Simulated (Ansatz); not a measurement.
VN:
```
VN
1.0
    4.67309     0.00000     0.00000
   -2.33654     4.04701     0.00000
    0.00000     0.00000     3.01952
V N
3 3
Direct
  0.50000   0.00000   0.00000
  0.50000   0.50000   0.00000
  0.00000   0.50000   0.00000
  0.00000   0.00000   0.00000
  0.33333   0.66667   0.50000
  0.66667   0.33333   0.50000
```

Relaxed with HSE06. Special points in fractions of this cell's reciprocal vectors: Γ (0.000, 0.000, 0.000); M (0.500, 0.000, 0.000); K (0.333, 0.333, 0.000); A (0.000, 0.000, 0.500); L (0.500, 0.000, 0.500); H (0.333, 0.333, 0.500).

Problem. List the band energies nearest the Fermi level at these points for HSE06 in the plane-wave PAW code Ansatz.

Solution. In eV from the Fermi level; about four levels below and three above (degenerate sets whole), none deeper than 8.9 eV; points with the same levels are listed once.

| k | below | above |
|---|---|---|
| Γ | -1.80 -1.80 -0.68 -0.68 -0.45 | 0.94 2.15 2.15 |
| M | -4.39 -4.32 -2.08 -0.81 | 0.19 0.58 0.74 |
| K | -5.12 -2.61 -2.61 -2.15 | 0.17 1.16 1.16 |
| A | -3.59 -3.40 -3.40 -1.62 | 0.66 0.66 1.72 |
| L | -3.04 -2.73 -1.52 -0.32 | 0.47 0.98 1.07 |
| H | -3.21 -2.63 -0.55 -0.55 | 0.61 0.61 1.20 1.20 |

Space group P6/mmm. A made-up cell: these elements were put on the sites of a structure type; neither database checked (COD, Materials Project) lists it. It is not the phase usual at ambient conditions (space group No. 225). The HSE06 relaxation kept the symmetry of its start; whether a distortion lowers the energy is not shown. The workflow began spin-polarised and lost its moments. The hybrid run found no gap, on a coarse k-mesh.

Potentials: the later of the program's two PAW sets.
